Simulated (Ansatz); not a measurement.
## Na4ZnGaP3O12, one structure, two calculations

Cell: a computed structure from the Materials Project (it need not be an observed phase), atoms as given.

```cif
data_Na4ZnGaP3O12
_symmetry_space_group_name_H-M 'R3c:H'
_symmetry_Int_Tables_number 161
_cell_length_a 8.9875
_cell_length_b 8.9875
_cell_length_c 21.5469
_cell_angle_alpha 90.000
_cell_angle_beta 90.000
_cell_angle_gamma 120.000
loop_
_atom_site_label
_atom_site_type_symbol
_atom_site_symmetry_multiplicity
_atom_site_Wyckoff_symbol
_atom_site_fract_x
_atom_site_fract_y
_atom_site_fract_z
Na1 Na 18 b 0.3049 0.3423 0.5806
Na7 Na 6 a 0.0000 0.0000 0.4969
Zn Zn 6 a 0.0000 0.0000 0.3466
Ga Ga 6 a 0.0000 0.0000 0.6504
P P 18 b 0.9598 0.3260 0.5846
O19 O 18 b 0.2136 0.0171 0.3106
O25 O 18 b 0.7892 0.9672 0.6929
O31 O 18 b 0.0081 0.8169 0.4133
O37 O 18 b 0.9715 0.1569 0.5867
```

One atom of each set is listed; the run and its k-mesh use a cell of 42 atoms with edges of 8.86, 8.86, 8.86 Å.

First run. Method: Kohn–Sham DFT in Ansatz, PBE, plane waves and PAW, scalar-relativistic, 420 eV cutoff, Γ-centred 3×3×3 k-points, Fermi–Dirac smearing 0.02 eV.

| site | V_zz (10²¹ V/m²) | η |
| --- | --- | --- |
| Na1 | -1.02 | 0.31 |
| Na7 | -1.20 | 0.00 |
| Zn | 4.19 | 0.00 |
| Ga | 1.34 | 0.00 |
| P | -1.61 | 0.95 |
| O19 | 9.42 | 0.26 |
| O25 | 11.74 | 0.18 |
| O31 | 9.50 | 0.16 |
| O37 | 10.53 | 0.24 |

Second run. The same atoms and settings, except that the functional is r2SCAN and the cutoff is 500 eV.

Task: Given the first result, estimate the second.

Result: 

```
site   V_zz     η  change of V_zz
 Na1  -1.06  0.28           -0.04
 Na7  -1.21  0.00           -0.01
  Zn   4.18  0.00           -0.01
  Ga   1.31  0.00           -0.03
   P   1.68  0.95               –
 O19   9.37  0.25           -0.05
 O25  11.74  0.18            0.00
 O31   9.65  0.17           +0.15
 O37  10.63  0.24           +0.10
```

The largest change of V_zz along a kept axis is on O31, from 9.50 to 9.65. In per cent, |V_zz| changes by +1 to +4 on Na, 0 on Zn, -2 on Ga, -1 to +2 on O (all sites that start above 0.5, bar those whose gradient vanishes or changes sign or whose main axis turns by over 40°). On P the largest principal value lies along another axis in the second run, so the two V_zz can't be compared directly.

For the second run: At this cell the r2SCAN pressure is -6 GPa, so with r2SCAN the cell would shrink if it were relaxed. The entry's cell may itself be off. The largest force is 0.4 eV/Å, so the atoms aren't at the calculated equilibrium and relaxing them would move these values. With these PAW files V_zz is typically within 2 to 3 % of all-electron values, but misses above 10 % occur on Zn.
